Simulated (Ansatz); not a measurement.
**I across functionals**

```xyz
4
Lattice="3.6275 -2.3975 0.0000 3.6275 2.3975 0.0000 0.0000 0.0000 9.7800" Properties=species:S:1:pos:R:3 pbc="T T T"
I     3.6275   -1.6783    1.1443
I     3.6275   -0.7193    6.0343
I     3.6275    1.6783    8.6357
I     3.6275    0.7193    3.7457
```

Atom numbers follow the list: I1, I2, I3, I4.

The cell is COD entry 1010091, as deposited and not checked against the literature; nothing was relaxed. It is an old determination, and later ones may differ.

No spin–orbit coupling, which matters for the heavy atoms here.

One fixed cell is solved with several functionals by all-electron LAPW in Ansatz 0.2.0, scalar-relativistically. A positive pressure means that the functional wants a larger cell.

The runs use a Γ-centred 6×6×3 k mesh, Fermi–Dirac smearing of 0.03 eV, basis error target 0.5 meV/atom, no spin polarisation.

| setting | P (GPa) | gap over the k mesh and a high-symmetry path (eV) | force I1 z (eV/Å) | lowest level at Γ above −25 eV, from the valence-band top or, without a gap, the Fermi level (eV) |
| --- | --- | --- | --- | --- |
| PBE | 1.43 | 1.24 | 0.559 | -13.53 |
| LDA | ? | 1.18 | 0.476 | -13.59 |
| PBEsol | -0.27 | 1.22 | ? | -13.54 |

Task: What belongs in the row "LDA", column "P (GPa)"?

Result: -1.23.

Task: Give the missing entry: row "PBEsol", column "force I1 z (eV/Å)".

Result: 0.497.
